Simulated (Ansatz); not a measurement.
GaSb:
```xyz
2
Lattice="0.0000 3.1069 3.1069 3.1069 0.0000 3.1069 3.1069 3.1069 0.0000" Properties=species:S:1:pos:R:3 pbc="T T T"
Sb     4.6604     4.6604     4.6604
Ga     0.0000     0.0000     0.0000
```

Relaxed with PBE.

Map the electron localisation function on the plane through (0.750, 0.750, 0.750) spanned by u = [1, 0, 0] and v = [-1, 1, 1] in lattice vectors, from PBE in the plane-wave PAW code Ansatz.

x is the fraction of u, y of v (the angle between them is 90°; rows are the nearest grid lines); atoms in the plane: Sb at (0.00, 0.00), Ga at (0.50, 0.25).
```
|00014568754345786541000|
|00024567642224676542000|
|12345565321012356554321|
|44455664210001246655444|
|55556653100000135665555|
|77665321000000012356677|
|55543210000000001234555|
|33321100000000000112333|
|00000000000000000000000|
|00000000000000000000000|
|00000000001110000000000|
|00000011222222211000000|
|00000112334443321100000|
|00001233433333433210000|
|00012333333333333321000|
|01112333332223333321110|
|33444433210001233454433|
|55666533200900233566655|
|77788643201100234688777|
|55579974321112347997555|
|44457996433333469975444|
|12345898643334589854321|
|00024578764446787542000|
|00014568754345786541000|
```
Scale: ten equal steps from -0.008 (start of '0') to 0.743 (end of '9'), in the order '0123456789'; x runs from 0.000 to 1.00, y from 0.000 (bottom) to 1.00 (top).

The density is the valence pseudo-density with augmentation charge, so density and ELF within about 1 Å of a nucleus are not all-electron values.

Space group F-43m (zinc blende). The cell was relaxed with PBE under the symmetry of its start; phonons on a q-mesh show no instability. Scalar-relativistic: spin–orbit coupling is off unless named, which matters more the heavier the elements.

Potentials: the later of the program's two PAW sets.
